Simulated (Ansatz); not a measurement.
This run works on a proposed trial structure, not on a known crystal.

Input and command of a plane-wave DFT calculation in Ansatz:

```yaml
crystal:
  lattice:
    - [7.77, -2.075, 0.0]
    - [7.77, 2.075, 0.0]
    - [-3.0466177, 0.0, 6.3022314]
  atoms:
    - { symbol: Sn, position: [0.26, 0.26, 0.28] }
    - { symbol: Sn, position: [0.74, 0.74, 0.72] }
    - { symbol: Ge, position: [0.0, 0.0, 0.0] }
    - { symbol: Te, position: [0.88, 0.88, 0.55] }
    - { symbol: Te, position: [0.12, 0.12, 0.45] }
    - { symbol: Te, position: [0.365, 0.365, 0.025] }
    - { symbol: Te, position: [0.635, 0.635, 0.975] }
basis:
  ecutwfc: 420
kpoints:
  mp_grid: { grid: [4, 4, 3] }
hamiltonian:
  xc: pbe
scf:
  occupations: { method: gaussian, width: 0.2 }
  lower_state_search: "off"
output:
  forces: true
  stress: true
  eigenvalues: true
relax:
  adjacent_minimum: "off"
  f_tol: 0.08
  max_steps: 16
  cell: { stress_tol: 0.8 }
```

```bash
ansatz run input.yaml --threads 1 --pin off --max-ram 2560MiB --backend cpu --events-out ev --progress --plain --runs-dir out
```

Processor: Intel(R) Xeon(R) Processor @ 2.70GHz, 1 thread, on a host shared with other jobs.

**Question.** How long does it run, and how much memory does it take?

**Answer.** About 2.7 min, peak memory 0.69 GiB. It solves 64 bands at 17 k points (after reduction by symmetry) with about 4399 plane waves (on the last cell), in 39 SCF iterations over 6 ionic steps.
